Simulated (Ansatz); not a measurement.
Polymorphs of LiCl, each relaxed with DFT-LDA in the program Ansatz with PAW potentials:

A: rock salt (Fm-3m)
a = b = c = 4.964 Å, α = β = γ = 90.00°

```tsv
atom	site	symmetry	x	y	z
Li	4a	m-3m	0.0000	0.0000	0.0000
Cl	4b	m-3m	0.5000	0.5000	0.5000
```

B: wurtzite (P6_3mc)
a = b = 3.7988 Å, c = 6.0413 Å, α = β = 90.00°, γ = 120.00°

| atom | site | symmetry | x | y | z |
|---|---|---|---|---|---|
| Li | 2b | 3m. | 0.3333 | 0.6667 | 0.3788 |
| Cl | 2b | 3m. | 0.6667 | 0.3333 | 0.4962 |

### Question
Order them by energy per atom at 0 K (lowest first) at the level LDA.

### Answer
A (+0 meV/atom), B (+34 meV/atom)

### Question
Give each one's gap.

### Answer
A 6.48 eV; B 5.86 eV.

Not the usual ambient phase: B. All cells were relaxed under the symmetry of their starts (and spin orders); stability against distortions was not tested throughout.

Energies hold the estimated change up to a 700 eV cutoff; steps of a few meV lie near the error of the meshes.

Potentials: the later of the program's two PAW sets.
